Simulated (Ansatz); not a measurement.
Rb2NaScF6:
```cif
data_F6NaRb2Sc
_chemical_formula_sum 'Rb2 Na1 Sc1 F6'
_space_group_name_H-M_alt 'P 1'
_space_group_IT_number 1
_cell_length_a 6.06031
_cell_length_b 6.06031
_cell_length_c 6.06031
_cell_angle_alpha 60.000
_cell_angle_beta 60.000
_cell_angle_gamma 60.000
loop_
_space_group_symop_operation_xyz
  'x, y, z'
loop_
_atom_site_label
_atom_site_type_symbol
_atom_site_fract_x
_atom_site_fract_y
_atom_site_fract_z
_atom_site_occupancy
Rb1 Rb 0.75000 0.75000 0.75000 1
Rb2 Rb 0.25000 0.25000 0.25000 1
Na1 Na 0.50000 0.50000 0.50000 1
Sc1 Sc 0.00000 0.00000 0.00000 1
F1 F 0.76470 0.23530 0.23530 1
F2 F 0.23530 0.76470 0.76470 1
F3 F 0.23530 0.76470 0.23530 1
F4 F 0.76470 0.23530 0.76470 1
F5 F 0.23530 0.23530 0.76470 1
F6 F 0.76470 0.76470 0.23530 1
```

Relaxed with r²SCAN.

Task: Which orbitals make up the states near the band edges in the program Ansatz at the r²SCAN level (PAW)?

Result: Top 1 eV of the valence band: F 2p 98 %. Bottom 1 eV of the conduction band: Sc 3d 86 %, F 2p 9 %. Projections are on Löwdin-orthogonalised atomic valence shells; empty p or d shells of many metals are not among them.

Task: Tabulate the density of states.

Result: States/eV per cell of 10 atoms, in 0.25 eV bins, energy from the valence-band maximum.

```
E (eV)  total   F 2p  Rb 4p  Sc 3d
------  -----  -----  -----  -----
-7.00    0.00   0.00   0.00   0.00
-6.75   24.11   0.65  23.16   0.10
-6.50   23.89   0.35  23.35   0.05
-6.25    0.00   0.00   0.00   0.00
-6.00    0.00   0.00   0.00   0.00
-5.75    0.00   0.00   0.00   0.00
-5.50    0.00   0.00   0.00   0.00
-5.25    0.00   0.00   0.00   0.00
-5.00    0.00   0.00   0.00   0.00
-4.75    0.00   0.00   0.00   0.00
-4.50    0.00   0.00   0.00   0.00
-4.25    0.00   0.00   0.00   0.00
-4.00    0.00   0.00   0.00   0.00
-3.75    0.00   0.00   0.00   0.00
-3.50    0.00   0.00   0.00   0.00
-3.25    0.00   0.00   0.00   0.00
-3.00    0.00   0.00   0.00   0.00
-2.75    0.00   0.00   0.00   0.00
-2.50    0.00   0.00   0.00   0.00
-2.25    0.17   0.15   0.00   0.00
-2.00    7.83   6.88   0.01   0.45
-1.75   15.02  13.28   0.04   1.23
-1.50   12.55  11.00   0.13   1.08
-1.25   22.55  20.44   0.47   1.30
-1.00   13.88  13.34   0.12   0.04
-0.75   14.14  13.65   0.12   0.02
-0.50   21.87  21.40   0.14   0.04
-0.25   28.00  27.62   0.14   0.03
0.00     7.99   7.95   0.01   0.00
0.25     0.00   0.00   0.00   0.00
0.50     0.00   0.00   0.00   0.00
0.75     0.00   0.00   0.00   0.00
1.00     0.00   0.00   0.00   0.00
1.25     0.00   0.00   0.00   0.00
1.50     0.00   0.00   0.00   0.00
1.75     0.00   0.00   0.00   0.00
2.00     0.00   0.00   0.00   0.00
2.25     0.00   0.00   0.00   0.00
2.50     0.00   0.00   0.00   0.00
2.75     0.00   0.00   0.00   0.00
3.00     0.00   0.00   0.00   0.00
3.25     0.00   0.00   0.00   0.00
3.50     0.00   0.00   0.00   0.00
3.75     0.00   0.00   0.00   0.00
4.00     0.00   0.00   0.00   0.00
4.25     0.00   0.00   0.00   0.00
4.50     0.00   0.00   0.00   0.00
4.75     0.00   0.00   0.00   0.00
5.00     0.00   0.00   0.00   0.00
5.25     0.00   0.00   0.00   0.00
5.50     0.00   0.00   0.00   0.00
5.75     0.00   0.00   0.00   0.00
6.00     0.00   0.00   0.00   0.00
6.25     0.00   0.00   0.00   0.00
6.50     0.00   0.00   0.00   0.00
6.75     0.00   0.00   0.00   0.00
7.00     0.00   0.00   0.00   0.00
7.25     0.00   0.00   0.00   0.00
7.50     0.00   0.00   0.00   0.00
7.75     4.31   0.40   0.01   3.74
8.00    19.69   1.85   0.02  17.33
8.25     0.10   0.00   0.00   0.00
8.50     0.25   0.00   0.00   0.00
8.75     0.37   0.01   0.00   0.00
9.00     0.50   0.02   0.01   0.00
9.25     0.68   0.03   0.01   0.03
9.50     1.52   0.07   0.02   0.42
9.75     4.15   0.24   0.04   2.23
10.00    5.77   0.55   0.01   3.68
10.25    8.58   0.95   0.02   5.29
10.50    1.65   0.11   0.01   0.15
10.75    2.39   0.12   0.02   0.18
11.00    4.52   0.15   0.02   0.17
11.25    6.22   0.16   0.01   0.13
11.50    8.53   0.20   0.02   0.17
11.75    8.67   0.27   0.02   0.25
```

Space group Fm-3m. The workflow started from a Materials Project entry (that database holds measured and hypothetical structures alike); the Crystallography Open Database copy checked does not list it. Its standing as an ambient phase is unchecked. The r²SCAN relaxation kept the symmetry of its start; whether a distortion lowers the energy is not shown. The run is not spin-polarised. Scalar-relativistic: spin–orbit coupling is off unless named, which matters more the heavier the elements.

Potentials: the later of the program's two PAW sets.
